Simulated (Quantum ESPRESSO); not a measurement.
## Si4O6FN (convergence and cost over cutoff and k mesh)

A calculation, not a measurement. The program is pw.x of Quantum ESPRESSO 7.5 (plane-wave density functional theory). The cell is made up: 12 atoms on a rutile lattice, with randomly drawn elements, strain and displacements, not relaxed. PseudoDojo standard norm-conserving files (v0.5 for PBE, v0.4.1 for LDA and PBEsol) set the functional; there is no spin polarisation, spin-orbit coupling or dispersion term, and the masses in the input are unused placeholders.

Input of the run in row 4:

```
&control calculation='scf', pseudo_dir='./dojo.nc.sr.pbe.v0_5.standard.upf', outdir='./o', disk_io='low', tprnfor=.true., tstress=.true. /
&system ibrav=0, nat=12, ntyp=4, nbnd=38, ecutwfc=84.00895049, nosym=.true., tot_charge=0,
 occupations='smearing', smearing='fd', degauss=0.0018374661
/
&electrons conv_thr=7.350e-09, electron_maxstep=60, /
ATOMIC_SPECIES
F 1.0 F.upf
N 1.0 N.upf
O 1.0 O.upf
Si 1.0 Si.upf
CELL_PARAMETERS angstrom
4.1994 -0.0166 0.0215
-0.0166 4.2138 -0.0601
0.0273 -0.0764 5.4231
ATOMIC_POSITIONS angstrom
Si -0.0245 0.0123 -0.0231
Si 2.0913 2.019 1.2898
Si -0.0391 -0.0452 2.6819
Si 2.0576 2.0437 4.0258
O 1.2867 1.2858 0.0264
O 2.8899 2.926 -0.0376
F 3.3799 0.8494 1.3766
O 0.8051 3.425 1.2501
O 1.2887 1.3234 2.6662
O 2.8501 2.8448 2.6371
O 3.3291 0.7748 4.1052
N 0.8083 3.2809 4.0537
K_POINTS automatic
5 5 4 1 1 1
```

The same cell was run at these settings. Meshes are shifted by half a step, and differences are from the last row, which is itself not exact.

```
cutoff (eV)     k mesh  k points solved  threshold (eV)  free energy less the last row's (eV)  pressure (GPa)  largest stress difference (GPa)  largest force difference (eV/Å)  iterations  wall time (s)  k-point pools                  processor
        800  2 x 2 x 2                4           1e-04                                 1.159           -3.42                            14.66                            0.040           9             10              4  Intel Xeon, 2023 or later
       1143  2 x 2 x 2                4           1e-07                                -0.048           11.03                             0.22                            0.033          12             16              4  Intel Xeon, 2023 or later
        815  5 x 5 x 4               50           1e-07                                 0.990           -1.31                            12.55                            0.018          12             53              4  Intel Xeon, 2023 or later
       1143  5 x 5 x 4               50           1e-07                                 0.002           11.03                             0.03                            0.002          12             83              4  Intel Xeon, 2023 or later
       1437  7 x 7 x 6              147           1e-07                                 0.000           11.07                             0.00                            0.000          12            314              4  Intel Xeon, 2023 or later
```

Each pool is one process. Wall times include start-up and a band step at six k points, which weighs most on the coarsest meshes. The runs were on shared virtual cores whose load varied, so times are rough.